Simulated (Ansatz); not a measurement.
## Al: opening a crack plane

Al, Im-3m, a = 3.189 Å. This isn't the element's structure at ambient conditions. Ansatz: r2SCAN, PAW, 500 eV, Γ-centred 22×22×7 mesh on 4 atoms, Gaussian smearing 0.15 eV; no spin polarisation. One cut on (011) per cell of 4 atoms is opened rigidly by x, between planes of Al and Al that stand 2.25 Å apart; y is the energy per area (7.190 Å², 1 eV/Å² = 16.02 J/m²).

```tsv
x (Å)	y (J/m²)
0.00	0.000
0.25	0.152
0.50	0.447
0.75	0.739
1.00	0.968
1.50	?
2.00	1.460
3.00	1.647
4.50	1.718
6.00	1.726
```

**Question.** Fit the universal binding curve y = W[1 − (1 + x/l) e^(−x/l)] to the other rows, give the peak stress, and predict the missing value.

**Answer.** Least squares gives W = 1.70 J/m² and l = 0.521 Å. The stress dy/dx peaks at x = l with W/(e l) = 12.0 GPa, for rigid faces. At x = 1.50: x/l = 2.879, y = 1.329 J/m². The run gave 1.274 J/m², so the fit is 0.055 J/m² too high, within twice the rms miss on the fitted rows (0.028 J/m²).

Cost: 11 runs of about 10 core-minutes in all, on Arm Neoverse V2 (shared hosts).